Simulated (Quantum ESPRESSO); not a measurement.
```
CELL_PARAMETERS angstrom
      4.06547     0.00000     0.00000
      0.00000     4.06547     0.00000
      0.00000     0.00000     4.06547
ATOMIC_POSITIONS crystal
  Cl 0.50000 0.50000 0.50000
  Cs 0.00000 0.00000 0.00000
```

Cell and atoms were relaxed with PBEsol from Materials Project entry mp-22865, within its symmetry.

Task: What does norm-conserving PBEsol (Quantum ESPRESSO, 58 Ry, scalar-relativistic) give for the electronic structure near the Fermi level?

Result: The PBEsol gap is direct, 5.23 eV at Γ.
